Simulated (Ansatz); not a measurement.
Here is the system:

RuN₂:
```
RuN2
1.0
    4.03955     0.00000     0.00000
    0.00000     4.82483     0.00000
    0.00000     0.00000     2.65243
Ru N
2 4
Direct
  0.00000   0.00000   0.00000
  0.50000   0.50000   0.50000
  0.37737   0.90787   0.50000
  0.62263   0.09213   0.50000
  0.87737   0.59213   0.00000
  0.12263   0.40787   0.00000
```

This is the LDA-relaxed structure.

Task: All from LDA (plane waves, PAW; program Ansatz), unless another level is named. Estimate the highest zone-centre frequency.

Result: 1048 cm^-1.

Task: Predict the bulk modulus (Birch–Murnaghan fit).

Result: 345 GPa.

Space group Pnnm. The workflow started from a Materials Project entry (that database holds measured and hypothetical structures alike); the Crystallography Open Database copy checked does not list it. Its standing as an ambient phase is unchecked. The LDA relaxation kept the symmetry of its start; its stability against distortions is not shown here. The run is not spin-polarised. As this level gives no gap, phonon frequencies hold no LO–TO term and depend on the k-mesh and smearing (Fermi–Dirac, 0.1 eV here).

Potentials: the later of the program's two PAW sets.
